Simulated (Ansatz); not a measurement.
# Data sheet: P (DFT)

P:
```yaml
crystal:
  lattice:
    - [-3.01231, 3.01231, 3.01231]
    - [3.01231, -3.01231, 3.01231]
    - [3.01231, 3.01231, -3.01231]
  atoms:
    - { symbol: P, position: [0.00000, 0.25000, 0.50000] }
    - { symbol: P, position: [0.25000, 0.50000, 0.00000] }
    - { symbol: P, position: [0.50000, 0.00000, 0.25000] }
    - { symbol: P, position: [0.25000, 0.25000, 0.25000] }
```

Space group I4_132 (No. 214); conventional cell a = b = c = 6.0246 Å, α = β = γ = 90.00°.

Method: PBEsol (plane waves, PAW; program Ansatz). Geometry: relaxed at this level of theory. Other levels are named where they apply.

### Cell and energy

```
Property              Value
---------------  ----------
Volume per atom    27.33 Å³
Density          1.88 g/cm³
```

### Electronic structure

```
Property                                                                    Result
------------------------------------  --------------------------------------------
Electronic character                                             metallic (no gap)
Density of states at the Fermi level  0.69 states/eV per atom (mean over ±0.08 eV)
```

### Mechanics

```
Item                                                                          Result
--------------------------------------------  --------------------------------------
Bulk modulus (Birch–Murnaghan fit)                                          42.7 GPa
Pressure derivative B′                                                           8.0
Elastic constants (relaxed ions, GPa)              C11 = 44.2, C12 = 41.9, C44 = 8.6
Mechanical stability                          stable (all eigenvalues of C positive)
Hill bulk and shear moduli                                          42.7 and 4.0 GPa
Young's modulus                                                             11.6 GPa
Poisson's ratio                                                                 0.45
Debye temperature from the elastic constants                                   164 K
```

### Phonons

```
Item                                                     Result
-----------------------------  --------------------------------
Highest zone-centre frequency                          471 cm⁻¹
Zone-centre stability          unstable, softest mode 199i cm⁻¹
```

The start of the workflow was typed in or built on a structure type; neither database checked (COD, Materials Project) lists it. It is not the phase usual at ambient conditions (space group No. 64). The cell was relaxed with PBEsol under the symmetry of its start. The volume moved by 30 % from the start of the relaxation. As this level gives no gap, shear constants depend on the k-mesh and smearing (Fermi–Dirac, 0.1 eV here). As this level gives no gap, phonon frequencies hold no LO–TO term and depend on the k-mesh and smearing (Fermi–Dirac, 0.1 eV here). On the denser mesh and wider smearing of the elastic run this cell carries a stress of 0.4 GPa.

Potentials: the later of the program's two PAW sets.
